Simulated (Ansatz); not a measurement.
Ti₂O:
Space group P-3m1 (No. 164); a = 2.953 Å, b = 2.953 Å, c = 4.723 Å, α = 90.00°, β = 90.00°, γ = 120.00°

```
atom  site  symmetry       x       y       z
----  ----  --------  ------  ------  ------
Ti      2d       3m.  0.6667  0.3333  0.2629
O       1a      -3m.  0.0000  0.0000  0.0000
```

Relaxed at zero pressure with the program Ansatz at the PBEsol level (PAW).

Q: The volume is lowered by 9 % and shape and atoms relax at that volume. What pressure results, and how do the axes share the change?

A: 22.7 GPa; a -3.3 %, b -3.3 %, c -2.6 %; the energy rises by 70 meV/atom.

Q: Give the new structure.

A: 
Space group P-3m1 (No. 164); a = b = 2.855 Å, c = 4.598 Å, α = β = 90.00°, γ = 120.00°

```
atom  site  symmetry       x       y       z
----  ----  --------  ------  ------  ------
Ti      2d       3m.  0.6667  0.3333  0.2665
O       1a      -3m.  0.0000  0.0000  0.0000
```

The phase is kept; no other phase was compared at this pressure.

The workflow started from a Materials Project entry (that database holds measured and hypothetical structures alike); the Crystallography Open Database files this formula in space group No. 164, but the cells were not matched. Its standing as an ambient phase is unchecked. The cell was relaxed with PBEsol under the symmetry of its start; of distortions, only those at the zone centre were tested. The run is not spin-polarised.

Potentials: the later of the program's two PAW sets.
